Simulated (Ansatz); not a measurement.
TlBr, first-principles data

TlBr:
Space group P4₂/mmc (No. 131); a = b = 4.755 Å, c = 8.933 Å, α = β = γ = 90.00°

```tsv
atom	site	symmetry	x	y	z
Tl	2c	mmm.	0.0000	0.5000	0.0000
Br	2e	-4m2	0.0000	0.0000	0.2500
```

Space group P4_2/mmc (No. 131); conventional cell a = b = 4.7546 Å, c = 8.9325 Å, α = β = γ = 90.00°.

Method: the program Ansatz at the PBE level (PAW). Structure relaxed to zero pressure with the same functional. Other levels are named where they apply.

Cell and energy:

```json
{
 "volume_per_atom": "50.48 Å³",
 "density": "4.68 g/cm³",
 "Formation energy from the elements (no fitted shifts)": "-0.75 eV/atom"
}
```

Electronic structure:

```json
{
 "band_gap": "2.07 eV (indirect)",
 "valence_band_maximum": "at Γ",
 "conduction_band_minimum": "at M",
 "smallest_direct_gap_on_the_standard_path": "2.44 eV",
 "electron_effective_mass": "0.71, 0.71, 1.3 mₑ (principal values)",
 "hole_effective_mass": "0.59, 5.5, 5.5 mₑ (principal values)"
}
```

Mechanics:

```json
{
 "Bulk modulus (Birch–Murnaghan fit)": "7.7 GPa",
 "Pressure derivative B′": "1.7"
}
```

The cell is a constructed one: a structure type filled with these elements; neither database checked (COD, Materials Project) lists it. COD files the formula under space group No. 221. Its standing as an ambient phase is unchecked. The PBE relaxation kept the symmetry of its start; its stability against distortions is not shown here. The references are the lowest solids computed at this level, not always the standard phases. Spin–orbit coupling is left out wherever it is not named.

Potentials: the later of the program's two PAW sets.
